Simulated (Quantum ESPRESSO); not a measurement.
## Si2AlO5F (one run as intended and one with a planted mistake)

A calculation, not a measurement. The program is pw.x of Quantum ESPRESSO 7.5 (plane-wave density functional theory). The cell is made up: 9 atoms on a quartz lattice, with randomly drawn elements, strain and displacements, not relaxed. PseudoDojo standard norm-conserving files (v0.5 for PBE, v0.4.1 for LDA and PBEsol) set the functional; there is no spin polarisation, spin-orbit coupling or dispersion term, and the masses in the input are unused placeholders.

Intended input:

```
&control calculation='scf', pseudo_dir='./dojo.nc.sr.pbe.v0_5.standard.upf', outdir='./o', disk_io='low', tprnfor=.true., tstress=.true. /
&system ibrav=0, nat=9, ntyp=4, nbnd=30, ecutwfc=84.00895049, nosym=.true., tot_charge=0,
 occupations='smearing', smearing='fd', degauss=0.0018374661
/
&electrons conv_thr=7.350e-09, electron_maxstep=60, /
ATOMIC_SPECIES
Al 1.0 Al.upf
F 1.0 F.upf
O 1.0 O.upf
Si 1.0 Si.upf
CELL_PARAMETERS angstrom
5.0453 -0.0713 -0.0627
-2.5844 4.5065 0.0135
-0.0692 -0.0228 5.5582
ATOMIC_POSITIONS angstrom
Si 2.3534 -0.0428 3.6429
Al -1.2483 2.0695 1.9366
Si 1.4443 2.3899 0.0318
O 1.333 1.1141 4.4009
O 3.2042 0.61 2.4003
O 2.857 2.6233 0.5944
O 0.2422 1.7284 1.3065
O -1.1955 3.1825 2.9981
F 0.6798 3.7151 4.845
K_POINTS automatic
5 5 4 1 1 1
```

The log is shortened where brackets say so; the opening notice, blank lines, dates and the lines on written files are dropped, and the path of the files is cut. It prints rydbergs, bohrs and kilobars, and counts compression as positive stress. Where no state is partly filled, the Fermi energy that it prints is only some level between the filled and the empty states on the mesh, and need not lie in the true gap.

Log of the intended run:

```
     Program PWSCF v.7.5
     Parallel version (MPI & OpenMP), running on       4 processor cores
     Number of MPI processes:                 4
     Threads/MPI process:                     1
     [start-up lines left out]
     bravais-lattice index     =            0
     lattice parameter (alat)  =       9.5359  a.u.
     unit-cell volume          =     845.7620 (a.u.)^3
     number of atoms/cell      =            9
     number of atomic types    =            4
     number of electrons       =        48.00
     number of Kohn-Sham states=           30
     kinetic-energy cutoff     =      84.0090  Ry
     charge density cutoff     =     336.0358  Ry
     scf convergence threshold =      7.3E-09
     mixing beta               =       0.7000
     number of iterations used =            8  plain     mixing
     Exchange-correlation= PBE
                           (   1   4   3   4   0   0   0)
     [axes and pseudopotential details left out]
   Cartesian axes
     site n.     atom                  positions (alat units)
         1        Si     tau(   1) = (   0.4663714  -0.0084816   0.7219105  )
         2        Al     tau(   2) = (  -0.2473746   0.4101111   0.3837744  )
         3        Si     tau(   3) = (   0.2862157   0.4736045   0.0063018  )
         4        O      tau(   4) = (   0.2641595   0.2207803   0.8721228  )
         5        O      tau(   5) = (   0.6349737   0.1208832   0.4756655  )
         6        O      tau(   6) = (   0.5661694   0.5198572   0.1177918  )
         7        O      tau(   7) = (   0.0479966   0.3425156   0.2589080  )
         8        O      tau(   8) = (  -0.2369113   0.6306734   0.5941310  )
         9        F      tau(   9) = (   0.1347154   0.7362183   0.9601297  )
     number of k points=    50  Fermi-Dirac smearing, width (Ry)=  0.0018
                       cart. coord. in units 2pi/alat
        k(    1) = (   0.1038722   0.1711989   0.1154808), wk =   0.0400000
        k(    2) = (   0.1067067   0.1721444   0.3424906), wk =   0.0400000
     [further k points left out]
     Dense  grid:    87963 G-vectors     FFT dimensions: (  60,  60,  64)
     Estimated max dynamical RAM per process >     179.32 MB
     Estimated total dynamical RAM >     652.86 MB
     Initial potential from superposition of free atoms
     starting charge      47.9963, renormalised to      48.0000
     Starting wfcs are   36 randomized atomic wfcs
     total cpu time spent up to now is        6.0 secs
     per-process dynamical memory:   136.5 Mb
     Self-consistent Calculation
     iteration #  1     ecut=    84.01 Ry     beta= 0.70
     Davidson diagonalization with overlap
     ethr =  1.00E-02,  avg # of iterations =  3.0
     total cpu time spent up to now is       15.9 secs
     total energy              =    -235.56086357 Ry
     estimated scf accuracy    <       2.87573544 Ry
     iteration #  2     ecut=    84.01 Ry     beta= 0.70
     Davidson diagonalization with overlap
     ethr =  5.99E-03,  avg # of iterations =  2.2
     total cpu time spent up to now is       25.0 secs
     total energy              =    -236.08519806 Ry
     estimated scf accuracy    <       3.45716619 Ry
     [iterations 3 to 10 left out]
     iteration # 11     ecut=    84.01 Ry     beta= 0.70
     Davidson diagonalization with overlap
     ethr =  5.12E-10,  avg # of iterations =  2.0
     total cpu time spent up to now is      117.9 secs
     total energy              =    -236.82151524 Ry
     estimated scf accuracy    <       0.00000002 Ry
     iteration # 12     ecut=    84.01 Ry     beta= 0.70
     Davidson diagonalization with overlap
     ethr =  4.26E-11,  avg # of iterations =  2.4
     total cpu time spent up to now is      130.8 secs
     End of self-consistent calculation
     [lines on levels left out]
     the Fermi energy is     4.5733 ev
!    total energy              =    -236.82151524 Ry
     estimated scf accuracy    <          5.1E-09 Ry
     smearing contrib. (-TS)   =       0.00000000 Ry
     internal energy E=F+TS    =    -236.82151524 Ry
     The total energy is F=E-TS. E is the sum of the following terms:
     one-electron contribution =    -121.95109299 Ry
     hartree contribution      =      85.72750435 Ry
     xc contribution           =     -61.98757636 Ry
     ewald contribution        =    -138.61035025 Ry
     convergence has been achieved in  12 iterations
     Forces acting on atoms (cartesian axes, Ry/au):
     atom    1 type  4   force =    -0.18447190    0.03014438   -0.18586072
     atom    2 type  1   force =     0.03366333   -0.03609525   -0.17562370
     atom    3 type  4   force =    -0.12960486   -0.24689035    0.11295949
     atom    4 type  3   force =     0.05962645    0.00095559    0.01504602
     atom    5 type  3   force =    -0.09943748   -0.20896738    0.15641823
     atom    6 type  3   force =    -0.01981493    0.05215231   -0.06124894
     atom    7 type  3   force =     0.22084240    0.06226758   -0.18894876
     atom    8 type  3   force =     0.09501730    0.32570639    0.30933158
     atom    9 type  2   force =     0.02417969    0.02072671    0.01792680
     Total force =     0.763170     Total SCF correction =     0.000064
     Computing stress (Cartesian axis) and pressure
          total   stress  (Ry/bohr**3)                   (kbar)     P=       34.66
   0.00014130  -0.00019652   0.00050147           20.79      -28.91       73.77
  -0.00019652   0.00040779   0.00006746          -28.91       59.99        9.92
   0.00050147   0.00006746   0.00015765           73.77        9.92       23.19
     init_run     :      5.59s CPU      5.81s WALL (       1 calls)
     electrons    :    124.03s CPU    124.92s WALL (       1 calls)
     forces       :      1.54s CPU      1.55s WALL (       1 calls)
     stress       :      5.25s CPU      5.26s WALL (       1 calls)
     [timing details left out]
     PWSCF        :   2m16.65s CPU   2m17.81s WALL
     JOB DONE.
```

A second run has one planted mistake: the plane-wave cutoff is too low. The input lines that differ, file-writing options aside:

```
- &system ibrav=0, nat=9, ntyp=4, nbnd=30, ecutwfc=84.00895049, nosym=.true., tot_charge=0,
+ &system ibrav=0, nat=9, ntyp=4, nbnd=30, ecutwfc=53.65401038, nosym=.true., tot_charge=0,
```

Its log:

```
     Program PWSCF v.7.5
     Parallel version (MPI & OpenMP), running on       4 processor cores
     Number of MPI processes:                 4
     Threads/MPI process:                     1
     [start-up lines left out]
     bravais-lattice index     =            0
     lattice parameter (alat)  =       9.5359  a.u.
     unit-cell volume          =     845.7620 (a.u.)^3
     number of atoms/cell      =            9
     number of atomic types    =            4
     number of electrons       =        48.00
     number of Kohn-Sham states=           30
     kinetic-energy cutoff     =      53.6540  Ry
     charge density cutoff     =     214.6160  Ry
     scf convergence threshold =      7.3E-09
     mixing beta               =       0.7000
     number of iterations used =            8  plain     mixing
     Exchange-correlation= PBE
                           (   1   4   3   4   0   0   0)
     [axes and pseudopotential details left out]
   Cartesian axes
     site n.     atom                  positions (alat units)
         1        Si     tau(   1) = (   0.4663714  -0.0084816   0.7219105  )
         2        Al     tau(   2) = (  -0.2473746   0.4101111   0.3837744  )
         3        Si     tau(   3) = (   0.2862157   0.4736045   0.0063018  )
         4        O      tau(   4) = (   0.2641595   0.2207803   0.8721228  )
         5        O      tau(   5) = (   0.6349737   0.1208832   0.4756655  )
         6        O      tau(   6) = (   0.5661694   0.5198572   0.1177918  )
         7        O      tau(   7) = (   0.0479966   0.3425156   0.2589080  )
         8        O      tau(   8) = (  -0.2369113   0.6306734   0.5941310  )
         9        F      tau(   9) = (   0.1347154   0.7362183   0.9601297  )
     number of k points=    50  Fermi-Dirac smearing, width (Ry)=  0.0018
                       cart. coord. in units 2pi/alat
        k(    1) = (   0.1038722   0.1711989   0.1154808), wk =   0.0400000
        k(    2) = (   0.1067067   0.1721444   0.3424906), wk =   0.0400000
     [further k points left out]
     Dense  grid:    44939 G-vectors     FFT dimensions: (  45,  45,  50)
     Estimated max dynamical RAM per process >      92.24 MB
     Estimated total dynamical RAM >     336.03 MB
     Check: negative core charge=   -0.000071
     Initial potential from superposition of free atoms
     starting charge      47.9963, renormalised to      48.0000
     Starting wfcs are   36 randomized atomic wfcs
     total cpu time spent up to now is        4.4 secs
     per-process dynamical memory:    73.5 Mb
     Self-consistent Calculation
     iteration #  1     ecut=    53.65 Ry     beta= 0.70
     Davidson diagonalization with overlap
     ethr =  1.00E-02,  avg # of iterations =  3.0
     total cpu time spent up to now is       13.0 secs
     total energy              =    -235.45941394 Ry
     estimated scf accuracy    <       2.74073227 Ry
     iteration #  2     ecut=    53.65 Ry     beta= 0.70
     Davidson diagonalization with overlap
     ethr =  5.71E-03,  avg # of iterations =  2.2
     total cpu time spent up to now is       19.9 secs
     total energy              =    -235.95386814 Ry
     estimated scf accuracy    <       3.23970820 Ry
     [iterations 3 to 10 left out]
     iteration # 11     ecut=    53.65 Ry     beta= 0.70
     Davidson diagonalization with overlap
     ethr =  3.38E-10,  avg # of iterations =  2.0
     total cpu time spent up to now is       82.4 secs
     total energy              =    -236.64871015 Ry
     estimated scf accuracy    <       0.00000001 Ry
     iteration # 12     ecut=    53.65 Ry     beta= 0.70
     Davidson diagonalization with overlap
     ethr =  2.45E-11,  avg # of iterations =  2.4
     total cpu time spent up to now is       88.1 secs
     End of self-consistent calculation
     [lines on levels left out]
     the Fermi energy is     4.5501 ev
!    total energy              =    -236.64871015 Ry
     estimated scf accuracy    <          4.0E-09 Ry
     smearing contrib. (-TS)   =       0.00000000 Ry
     internal energy E=F+TS    =    -236.64871015 Ry
     The total energy is F=E-TS. E is the sum of the following terms:
     one-electron contribution =    -121.58578944 Ry
     hartree contribution      =      85.46731986 Ry
     xc contribution           =     -61.91989031 Ry
     ewald contribution        =    -138.61035026 Ry
     convergence has been achieved in  12 iterations
     Forces acting on atoms (cartesian axes, Ry/au):
     atom    1 type  4   force =    -0.18425832    0.03009740   -0.18566469
     atom    2 type  1   force =     0.03345508   -0.03577382   -0.17579620
     atom    3 type  4   force =    -0.12985312   -0.24696840    0.11289960
     atom    4 type  3   force =     0.05943361    0.00156834    0.01446486
     atom    5 type  3   force =    -0.09892836   -0.20892611    0.15633897
     atom    6 type  3   force =    -0.01961064    0.05287960   -0.06106825
     atom    7 type  3   force =     0.21990001    0.06173369   -0.18852522
     atom    8 type  3   force =     0.09565906    0.32477182    0.30963858
     atom    9 type  2   force =     0.02420268    0.02061748    0.01771236
     Total force =     0.762432     Total SCF correction =     0.000054
     Computing stress (Cartesian axis) and pressure
          total   stress  (Ry/bohr**3)                   (kbar)     P=     -137.27
  -0.00103587  -0.00020550   0.00050836         -152.38      -30.23       74.78
  -0.00020550  -0.00075667   0.00005246          -30.23     -111.31        7.72
   0.00050836   0.00005246  -0.00100691           74.78        7.72     -148.12
     init_run     :      3.73s CPU      3.85s WALL (       1 calls)
     electrons    :     83.10s CPU     83.73s WALL (       1 calls)
     forces       :      0.74s CPU      0.76s WALL (       1 calls)
     stress       :      2.52s CPU      2.53s WALL (       1 calls)
     [timing details left out]
     PWSCF        :   1m30.64s CPU   1m31.44s WALL
     JOB DONE.
```

|  | intended run | run with the mistake |
| --- | --- | --- |
| free energy (eV) | -3222.121 | -3219.770 |
| smearing term -TS (eV) | 0.0000 | 0.0000 |
| pressure (GPa) | 3.47 | -13.73 |
| largest force component (eV/Å) | 8.374 | 8.350 |
| largest change of a force component (eV/Å) |  | 0.024 |
| iterations | 12 | 12 |

For scale, a rerun of the intended cell at 1437 eV and a 7 x 7 x 6 mesh moved values by no more than 0.003 eV in energy, 0.02 GPa in stress and 0.002 eV/Å in force.